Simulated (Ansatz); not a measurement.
Relaxed InP (zinc blende):

```xyz
4
Lattice="0.0000 5.9598 5.9598 2.9799 2.9799 5.9598 2.9799 2.9799 0.0000" Properties=species:S:1:pos:R:3 pbc="T T T"
P      4.4698    10.4296    10.4296
P      4.4698     7.4497     7.4497
In     0.0000     0.0000     0.0000
In     2.9799     5.9598     8.9397
```

A phonon eigenvector at X = (0.5, 0.5, 0.0) is frozen into this cell: atom i moves by Q times the vector below, so Q is the largest atomic displacement, in Å. The cell is held. It is one choice among 2 degenerate patterns. (q is in reciprocal vectors of the primitive cell; the cell shown is doubled to hold the pattern.)

| atom | x | y | z |
|---|---|---|---|
| P1 | 0.000 | -1.000 | 0.000 |
| P2 | 0.000 | 1.000 | 0.000 |
| In3 | 0.196 | 0.000 | 0.000 |
| In4 | -0.196 | 0.000 | 0.000 |

Calculation: PBE (plane waves to 420 eV, PAW, scalar-relativistic; Ansatz, a program for electronic structure). k mesh 10×10×10 (Γ-centred), Fermi-Dirac smearing 0.05 eV. E stands for the smeared free energy. InP was relaxed with its symmetry unable to fall. The PAW data are Ansatz's earlier set. ΔE is measured from the undisplaced structure.

| Q (Å) | ΔE (eV/cell) |
|---|---|
| -0.280 | 0.913 |
| -0.187 | 0.406 |
| -0.093 | 0.102 |
| 0.000 | 0.000 |
| 0.093 | 0.102 |
| 0.187 | 0.406 |
| 0.280 | 0.913 |

Which DFPT wavenumber at X = (0.5, 0.5, 0.0) belongs to this mode?
A) 170 cm⁻¹
B) 299 cm⁻¹
C) 66 cm⁻¹

B, 299 cm⁻¹. The curvature of the scan gives 299 cm⁻¹

(A displaced cell: forces are minus the slopes of the energy, force constants its curvatures, and phonons follow from these.)
